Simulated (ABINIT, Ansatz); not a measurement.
Given: the input of a run of ABINIT 10.8.3 (patched build) on PtSe. The cell comes from a database or a generator and needn't be the stable form of this composition.

The input run.abi:

```
pp_dirpath "./"
pseudos "Pt.GGA_PBE-JTH.xml, Se.GGA_PBE-JTH.xml"

structure "poscar:POSCAR"
natom 2

ecut 16.0
pawecutdg 32.0
pawxcdev 0

kptopt 1
ngkpt 8 8 7
nshiftk 1
shiftk 0.0 0.0 0.0

ixc 11

nband 12
occopt 3
tsmear 0.05 eV

nstep 100
tolvrs 1.0e-9

iomode 3
prtwf 0
prtden 0
prteig 0
prtebands 0
enunit 2
```

The input POSCAR:

```
PtSe
1.0
    3.7018703300      0.0000000000      0.0000000000
   -1.8509351600      3.2059137500      0.0000000000
    0.0000000000      0.0000000000      3.6128420300
Pt Se
1 1
Direct
    0.0000000000      0.0000000000      0.0000000000  Pt
    0.6666666667      0.3333333333      0.5000000000  Se
```

Potentials or basis: JTH PAW PBE v2.0.

Run with:

```bash
$ abinit run.abi > log 2>&1
```

Q: What does the same run look like in Ansatz 0.2.0? Potentials or basis there: Ansatz PAW (earlier soft set), cutoff 420 eV.

A: As run (cutoffs and basis follow the program's own potentials, and thresholds, step limits or extra output files can differ):

input.yaml

```yaml
crystal:
  lattice:
    - [3.70187033, 0.0, 0.0]
    - [-1.85093516, 3.20591375, 0.0]
    - [0.0, 0.0, 3.61284203]
  atoms:
    - { symbol: Pt, position: [0.0, 0.0, 0.0] }
    - { symbol: Se, position: [0.6666666667, 0.3333333333, 0.5] }
hamiltonian:
  xc: pbe
  pseudopotentials: { kind: paw, azcp: { folder: soft_1 } }
kpoints:
  mp_grid: { grid: [8, 8, 7] }
scf:
  occupations: { method: fermi_dirac, width: 0.05 }
output:
  forces: true
  stress: true
  eigenvalues: true
```

Potentials or basis: Ansatz PAW soft_1.

The run is started by

```bash
$ ansatz run input.yaml --threads 1 --pin off --max-ram 3584MiB --backend cpu --events-out ev --progress --plain --runs-dir out
```

Both were run:

|  | ABINIT | Ansatz |
| --- | --- | --- |
| Pressure | -11.4 GPa | -11.5 GPa |

Ansatz's pressure holds a Pulay term of +0.03 GPa for its cutoff of 420 eV, which the other run lacks.

The potentials hold 16 and 34 valence electrons a cell.

Where Ansatz's input types no cutoff or centring, it takes its own default and a Γ-centred mesh.

The cell lies far from this level's equilibrium.

Pressure is positive in compression.
